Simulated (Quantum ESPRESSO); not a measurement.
## Si7C (input and log of a self-consistent run)

Simulated, not a measurement. The program is pw.x of Quantum ESPRESSO 7.5 (plane-wave density functional theory). The cell is made up: 8 atoms on a zincblende/diamond lattice, with randomly drawn elements, strain and displacements, not relaxed. PseudoDojo standard norm-conserving files (v0.5 for PBE, v0.4.1 for LDA and PBEsol) set the functional; there is no spin polarisation, spin-orbit coupling or dispersion term, and the masses in the input are unused placeholders.

Input:

```
&control calculation='scf', pseudo_dir='./dojo.nc.sr.pbe.v0_5.standard.upf', outdir='./o', disk_io='medium', tprnfor=.true., tstress=.true. /
&system ibrav=0, nat=8, ntyp=2, nbnd=26, ecutwfc=82.02448710, nosym=.true., tot_charge=0,
 occupations='smearing', smearing='fd', degauss=0.0073498644
/
&electrons conv_thr=7.350e-09, electron_maxstep=60, /
ATOMIC_SPECIES
C 1.0 C.upf
Si 1.0 Si.upf
CELL_PARAMETERS angstrom
5.3541 0.0 0.0
0.0 5.3541 0.0
0.0 0.0 5.3541
ATOMIC_POSITIONS angstrom
Si 0.0788 0.0369 0.0403
C 0.051 2.7196 2.6215
Si 2.5777 -0.1928 2.6476
Si 2.7104 2.6849 -0.0406
Si 1.3429 1.3731 1.3857
Si 1.2518 4.0655 4.0535
Si 3.9663 1.3784 3.9232
Si 4.0393 3.9659 1.389
K_POINTS automatic
6 6 6 1 1 1
```

The log is shortened where brackets say so; the opening notice, blank lines, dates and the lines on written files are dropped, and the path of the files is cut. It prints rydbergs, bohrs and kilobars, and counts compression as positive stress.

```
     Program PWSCF v.7.5
     Parallel version (MPI & OpenMP), running on       1 processor cores
     Number of MPI processes:                 1
     Threads/MPI process:                     1
     [start-up lines left out]
     bravais-lattice index     =            0
     lattice parameter (alat)  =      10.1178  a.u.
     unit-cell volume          =    1035.7526 (a.u.)^3
     number of atoms/cell      =            8
     number of atomic types    =            2
     number of electrons       =        32.00
     number of Kohn-Sham states=           26
     kinetic-energy cutoff     =      82.0245  Ry
     charge density cutoff     =     328.0979  Ry
     scf convergence threshold =      7.3E-09
     mixing beta               =       0.7000
     number of iterations used =            8  plain     mixing
     Exchange-correlation= PBE
                           (   1   4   3   4   0   0   0)
     [axes and pseudopotential details left out]
   Cartesian axes
     site n.     atom                  positions (alat units)
         1        Si     tau(   1) = (   0.0147177   0.0068919   0.0075269  )
         2        C      tau(   2) = (   0.0095254   0.5079472   0.4896248  )
         3        Si     tau(   3) = (   0.4814441  -0.0360098   0.4944995  )
         4        Si     tau(   4) = (   0.5062289   0.5014662  -0.0075830  )
         5        Si     tau(   5) = (   0.2508171   0.2564577   0.2588110  )
         6        Si     tau(   6) = (   0.2338021   0.7593246   0.7570834  )
         7        Si     tau(   7) = (   0.7407968   0.2574476   0.7327469  )
         8        Si     tau(   8) = (   0.7544312   0.7407221   0.2594274  )
     number of k points=   108  Fermi-Dirac smearing, width (Ry)=  0.0073
     Number of k-points >= 100: set verbosity='high' to print them.
     Dense  grid:   103959 G-vectors     FFT dimensions: (  60,  60,  60)
     Estimated max dynamical RAM per process >     116.66 MB
     Initial potential from superposition of free atoms
     starting charge      31.9957, renormalised to      32.0000
     Starting wfcs are   32 randomized atomic wfcs
     total cpu time spent up to now is       20.6 secs
     per-process dynamical memory:    92.7 Mb
     Self-consistent Calculation
     iteration #  1     ecut=    82.02 Ry     beta= 0.70
     Davidson diagonalization with overlap
     ethr =  1.00E-02,  avg # of iterations =  4.3
     total cpu time spent up to now is       80.4 secs
     total energy              =     -70.93276181 Ry
     estimated scf accuracy    <       0.37790553 Ry
     iteration #  2     ecut=    82.02 Ry     beta= 0.70
     Davidson diagonalization with overlap
     ethr =  1.18E-03,  avg # of iterations =  4.3
     total cpu time spent up to now is      128.1 secs
     total energy              =     -70.89904795 Ry
     estimated scf accuracy    <       0.72268427 Ry
     iteration #  3     ecut=    82.02 Ry     beta= 0.70
     Davidson diagonalization with overlap
     ethr =  1.18E-03,  avg # of iterations =  2.0
     total cpu time spent up to now is      179.6 secs
     total energy              =     -71.04445195 Ry
     estimated scf accuracy    <       0.03457002 Ry
     iteration #  4     ecut=    82.02 Ry     beta= 0.70
     Davidson diagonalization with overlap
     ethr =  1.08E-04,  avg # of iterations =  6.1
     total cpu time spent up to now is      240.0 secs
     total energy              =     -71.05116745 Ry
     estimated scf accuracy    <       0.00310605 Ry
     iteration #  5     ecut=    82.02 Ry     beta= 0.70
     Davidson diagonalization with overlap
     c_bands:  1 eigenvalues not converged
     ethr =  9.71E-06,  avg # of iterations =  7.5
     total cpu time spent up to now is      289.3 secs
     total energy              =     -71.05163134 Ry
     estimated scf accuracy    <       0.00048264 Ry
     iteration #  6     ecut=    82.02 Ry     beta= 0.70
     Davidson diagonalization with overlap
     c_bands:  1 eigenvalues not converged
     ethr =  1.51E-06,  avg # of iterations =  5.9
     total cpu time spent up to now is      341.3 secs
     total energy              =     -71.05169588 Ry
     estimated scf accuracy    <       0.00006299 Ry
     iteration #  7     ecut=    82.02 Ry     beta= 0.70
     Davidson diagonalization with overlap
     ethr =  1.97E-07,  avg # of iterations =  2.0
     total cpu time spent up to now is      392.6 secs
     total energy              =     -71.05171161 Ry
     estimated scf accuracy    <       0.00000160 Ry
     iteration #  8     ecut=    82.02 Ry     beta= 0.70
     Davidson diagonalization with overlap
     ethr =  5.01E-09,  avg # of iterations =  3.9
     total cpu time spent up to now is      448.0 secs
     total energy              =     -71.05171217 Ry
     estimated scf accuracy    <       0.00000094 Ry
     iteration #  9     ecut=    82.02 Ry     beta= 0.70
     Davidson diagonalization with overlap
     ethr =  2.95E-09,  avg # of iterations =  1.4
     total cpu time spent up to now is      492.5 secs
     total energy              =     -71.05171222 Ry
     estimated scf accuracy    <       0.00000011 Ry
     iteration # 10     ecut=    82.02 Ry     beta= 0.70
     Davidson diagonalization with overlap
     ethr =  3.57E-10,  avg # of iterations =  2.3
     total cpu time spent up to now is      534.2 secs
     total energy              =     -71.05171225 Ry
     estimated scf accuracy    <          8.7E-09 Ry
     iteration # 11     ecut=    82.02 Ry     beta= 0.70
     Davidson diagonalization with overlap
     ethr =  2.73E-11,  avg # of iterations =  2.2
     total cpu time spent up to now is      575.0 secs
     End of self-consistent calculation
     Number of k-points >= 100: set verbosity='high' to print the bands.
     the Fermi energy is     5.9824 ev
!    total energy              =     -71.05171225 Ry
     estimated scf accuracy    <          1.8E-09 Ry
     smearing contrib. (-TS)   =      -0.00120259 Ry
     internal energy E=F+TS    =     -71.05050966 Ry
     The total energy is F=E-TS. E is the sum of the following terms:
     one-electron contribution =      16.30487065 Ry
     hartree contribution      =       6.16890471 Ry
     xc contribution           =     -25.47706007 Ry
     ewald contribution        =     -68.04722495 Ry
     convergence has been achieved in  11 iterations
     Forces acting on atoms (cartesian axes, Ry/au):
     atom    1 type  2   force =    -0.08610050    0.02997119    0.00279892
     atom    2 type  1   force =    -0.02547435   -0.00868428    0.01192774
     atom    3 type  2   force =     0.03352796    0.08214968    0.00408677
     atom    4 type  2   force =    -0.02091741    0.00583283    0.01338353
     atom    5 type  2   force =    -0.02863910    0.06003157    0.04698866
     atom    6 type  2   force =    -0.02956407   -0.11357310   -0.04965675
     atom    7 type  2   force =     0.07300314   -0.00461892   -0.04387811
     atom    8 type  2   force =     0.08416433   -0.05110898    0.01434924
     Total force =     0.240363     Total SCF correction =     0.000036
     Computing stress (Cartesian axis) and pressure
          total   stress  (Ry/bohr**3)                   (kbar)     P=      -42.18
  -0.00030238  -0.00001335  -0.00017926          -44.48       -1.96      -26.37
  -0.00001335  -0.00031124   0.00010128           -1.96      -45.79       14.90
  -0.00017926   0.00010128  -0.00024649          -26.37       14.90      -36.26
     init_run     :     15.91s CPU     20.53s WALL (       1 calls)
     electrons    :    491.12s CPU    554.44s WALL (       1 calls)
     forces       :      8.48s CPU      8.59s WALL (       1 calls)
     stress       :     32.53s CPU     32.67s WALL (       1 calls)
     [timing details left out]
     PWSCF        :   9m 8.28s CPU  10m16.88s WALL
     JOB DONE.
```

In other units: free energy -966.708 eV for the cell, pressure -4.22 GPa, largest force component 2.920 eV/Å. A rerun of a related cell, with the same atoms placed differently, at 1347 eV and a 8 x 8 x 8 mesh moved values by no more than 0.002 eV in energy, 0.03 GPa in stress and 0.004 eV/Å in force.